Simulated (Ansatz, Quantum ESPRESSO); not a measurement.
Given: the input of a run of Ansatz 0.2.0 on Ti3Se. Atoms were shifted at random by some hundredths of an Å from the given cell, which wasn't relaxed again for these runs. The cell comes from a database or a generator and needn't be the stable form of this composition.

The input input.yaml:

```yaml
crystal:
  lattice:
    - [3.1974455988, 0.0, 0.0]
    - [-1.5987227994, 2.7690691158, 0.0]
    - [0.0, 0.0, 7.942745]
  atoms:
    - { symbol: Se, position: [-0.001154, 0.006475, 0.003635] }
    - { symbol: Ti, position: [0.648699, 0.335562, 0.496474] }
    - { symbol: Ti, position: [0.339874, 0.682777, 0.778492] }
    - { symbol: Ti, position: [0.330227, 0.675262, 0.223728] }
hamiltonian:
  xc: pbe
  pseudopotentials: { kind: paw }
kpoints:
  mp_grid: { grid: [10, 10, 4] }
scf:
  occupations: { method: fermi_dirac, width: 0.05 }
output:
  forces: true
  stress: true
  eigenvalues: true
  write_density: true
  write_potential: true
  elf: true
  volumetric_format: npy
```

Potentials or basis: Ansatz PAW.

Run with:

```bash
$ ansatz run input.yaml --threads 2 --pin off --max-ram 5120MiB --backend cpu --events-out ev --progress --plain --runs-dir out
```

**Question.** Set up the same calculation for Quantum ESPRESSO 7.5. Potentials or basis there: SSSP 1.3 efficiency PBE, cutoff 748 eV.

**Answer.** As run (cutoffs and basis follow the program's own potentials, and thresholds, step limits or extra output files can differ):

pw.in

```
&CONTROL
  calculation = 'scf'
  prefix = 'pwscf'
  outdir = './tmp'
  pseudo_dir = './pseudo'
  tprnfor = .true.
  tstress = .true.
  disk_io = 'nowf'
/
&SYSTEM
  ibrav = 0
  nat = 4
  ntyp = 2
  ecutwfc = 55
  ecutrho = 440
  nbnd = 30
  occupations = 'smearing'
  smearing = 'fd'
  degauss = 0.00367493
/
&ELECTRONS
  conv_thr = 8d-10
  electron_maxstep = 120
  mixing_beta = 0.5
/
ATOMIC_SPECIES
Se    78.9710 Se_pbe_v1.uspp.F.UPF
Ti    47.8670 ti_pbe_v1.4.uspp.F.UPF
CELL_PARAMETERS angstrom
   3.1974455988    0.0000000000    0.0000000000
  -1.5987227994    2.7690691158    0.0000000000
   0.0000000000    0.0000000000    7.9427450000
ATOMIC_POSITIONS crystal
Se    -0.0011540000    0.0064750000    0.0036350000
Ti     0.6486990000    0.3355620000    0.4964740000
Ti     0.3398740000    0.6827770000    0.7784920000
Ti     0.3302270000    0.6752620000    0.2237280000
K_POINTS automatic
10 10 4 0 0 0
```

Potentials or basis: SSSP 1.3 efficiency PBE.

Run with:

```sh
$ OMP_NUM_THREADS=1 mpirun -n 2 pw.x -nk 2 -in pw.in > pw.out
```

Both were run:

|  | Ansatz | Quantum ESPRESSO |
| --- | --- | --- |
| Pressure | 0.8 GPa | 0.7 GPa |
| Largest force | 0.494 eV/Å | 0.499 eV/Å |
| Energy over the undisturbed cell | 7.7 meV/atom | 7.8 meV/atom |

Ansatz's pressure holds a Pulay term of +0.02 GPa for its cutoff of 420 eV, which the other run lacks.

The potentials hold 52 and 42 valence electrons a cell.

Where Ansatz's input types no cutoff or centring, it takes its own default and a Γ-centred mesh.

Pressure is positive in compression.
